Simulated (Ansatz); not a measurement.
## Pb: reading a single point

```xyz
1
Lattice="0.0000 2.4270 2.4270 2.4270 0.0000 2.4270 2.4270 2.4270 0.0000" Properties=species:S:1:pos:R:3 pbc="T T T"
Pb    0.0000    0.0000    0.0000
```

Method: a composed functional ({exchange: pbe, correlation: vwn5}), no spin polarisation; PAW, plane waves to 420 eV, 9×9×9 Γ-centred mesh, methfessel-paxton occupations (width 0.0167 eV) (Ansatz 0.2.0), atoms fixed.

(1) What does the stress say?

(2) Describe some of the short contacts.

(3) Metal or insulator?

Origin: a database entry at a rescaled volume. Caveats: atoms or cell far from equilibrium.

## Answers

(1) The pressure is 12.0 GPa (compression positive), so with the atoms held at these fractions the cell would first expand.

(2) Pb–Pb at 3.43 Å: least valence density 0.13 e/Å³ and ELF 0.20 there. These are pseudo-fields; inside the PAW spheres they differ from the all-electron ones.

(3) It is a metal, with about 0.51 states/eV a cell as the mean within 0.25 eV of the Fermi level, mostly Pb p (86 %).
